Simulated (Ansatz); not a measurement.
Input:

Nb3Te3As:
```xyz
14
Lattice="10.4978 0.0000 0.0000 -5.2489 9.0913 0.0000 0.0000 0.0000 3.5822" Properties=species:S:1:pos:R:3 pbc="T T T"
Nb     5.8639     1.1452     2.6867
Nb    -0.6150     7.9462     0.8956
Nb     1.9402     5.6509     0.8956
Nb     3.3087     3.4404     2.6867
Nb     6.5741     4.5057     2.6867
Nb    -1.3252     4.5856     0.8956
Te     4.0552     6.0838     2.6867
Te     1.1937     3.0075     0.8956
Te    -3.2412     6.5538     0.8956
Te     8.4900     2.5375     2.6867
Te     3.2014     0.4700     2.6867
Te     2.0475     8.6214     0.8956
As     0.0000     6.0609     2.6867
As     5.2489     3.0304     0.8956
```

This is the r²SCAN-relaxed structure.

Q: All from plane-wave PAW r²SCAN (Ansatz code), unless another level is named. Estimate the electronic character.

A: metallic (no gap).

Q: Predict the density of states at the Fermi level.

A: 0.35 states/eV per atom (mean over ±0.08 eV).

Space group P6_3/m. The first step of the workflow began from a Materials Project structure, measured or hypothetical; the Crystallography Open Database copy checked does not list it. Whether it is the stable phase at ambient conditions was not checked. Symmetry was held in the r²SCAN relaxation; its stability against distortions is not shown here. No spin polarisation was allowed. Spin–orbit coupling is left out wherever it is not named.

Potentials: the later of the program's two PAW sets.
